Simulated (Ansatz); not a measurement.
According to r²SCAN (plane waves, PAW; program Ansatz), ZrTiB₄ in the orthorhombic phase (Pmmm; Ti on 1a, B on 2t, B on 2r, Zr on 1d) relaxes to a = 3.101 Å, b = 3.409 Å, c = 5.368 Å. Its formation energy from the elements is -101 kJ/mol-atom, with no fitted shifts.

Electronic character: metallic (no gap). Gap from r²SCAN with spin–orbit coupling: none (metallic).

The bulk modulus is 246 GPa. Bader charges are Ti +1.52, B -0.84 to -0.74, Zr +1.66 e.

The start of the workflow was typed in or built on a structure type; neither database checked (COD, Materials Project) lists it. Whether it is the stable phase at ambient conditions was not checked. Symmetry was held in the r²SCAN relaxation; whether a distortion lowers the energy is not shown. The run is not spin-polarised. The references are the lowest solids computed at this level, not always the standard phases. Spin–orbit coupling is left out wherever it is not named.

Potentials: the earlier of the program's two PAW sets.
